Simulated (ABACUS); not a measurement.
Parameter sweep on a (100) slab of GaSb (cut from a parent of space group no. 216; 8 atoms in the cell)

```xyz
8
Lattice="4.3397 0.0000 0.0000 -4.3397 4.3397 0.0000 0.0000 0.0000 20.7402" Properties=species:S:1:pos:R:3 pbc="T T T"
Ga     0.0000     0.0000     9.6030
Ga     2.1698     2.1698     6.5343
Ga     0.0000     0.0000    15.7402
Ga     2.1698     2.1698    12.6716
Sb     0.0000     2.1698     5.0000
Sb     2.1698     0.0000     8.0687
Sb     0.0000     2.1698    11.1373
Sb     2.1698     0.0000    14.2059
```

Base run A: LDA (PW92), numerical atomic orbitals DZP (confined pseudo-atomic orbitals with Gaussian additions; energy shift 0.003 Ry), PseudoDojo 0.4 standard norm-conserving LDA (tails mended) pseudopotentials (ABACUS 3.10.1), self-consistent single point.

Its settings: basis = DZP numerical atomic orbitals, energy shift 0.003 Ry; KPT = Gamma 5 5 1 0 0 0; basis_type = lcao; dft_functional = PWLDA; ecutwfc = 100 Ry; smearing_method = gaussian; smearing_sigma = 0.00367493 Ry; potentials = PseudoDojo 0.4 standard norm-conserving LDA (tails mended); symmetry = 1; ks_solver = scalapack_gvx; scf_nmax = 100; scf_thr = 1.0e-06; mixing_type = broyden.

The atom-centred basis is finite, which shifts total energies and forces against plane waves. No dipole correction was used; where the two faces of such a cut differ, images can couple through a dipole. The bare cut can leave dangling bonds, and the run has no spin polarisation, so a lower magnetic or reconstructed surface may exist. No clean gap shows at this smearing width and mesh (spacing up to 0.41 Å⁻¹); the mesh is coarse for partly filled bands, so the values carry mesh errors. Semi-local functionals can close small gaps.

ΔF is the free energy per atom less that of run A. 

| run | change | ΔF (meV/atom) | largest force (eV/Å) |
|---|---|---|---|
| A | base | 0.00 | 0.439 |
| B | atom 1 moved by -0.15 angstrom along x | 9.1 | 0.974 |
| C | atom 1 moved by -0.08 angstrom along x | 2.6 | 0.529 |
| D | atom 1 moved by -0.04 angstrom along x | 0.64 | 0.439 |
| E | atom 1 moved by +0.04 angstrom along x | 0.64 | 0.439 |
| F | atom 1 moved by +0.08 angstrom along x | 2.6 | 0.529 |
| G | atom 1 moved by +0.15 angstrom along x | 9.1 | 0.974 |

Run B against A: The free energy goes up by 9.1 meV/atom and the largest force goes from 0.439 to 0.974 eV/Å.

Run C against A: The free energy rises by 2.6 meV/atom and the largest force goes from 0.439 to 0.529 eV/Å.

Small differences between rows can be mesh errors.

The atomic orbitals were generated for these runs; they are not ABACUS's published sets and were checked against plane waves on a few crystals only.

“Tails mended”: in these copies of the files the far tail of each local potential was reset to the Coulomb form.
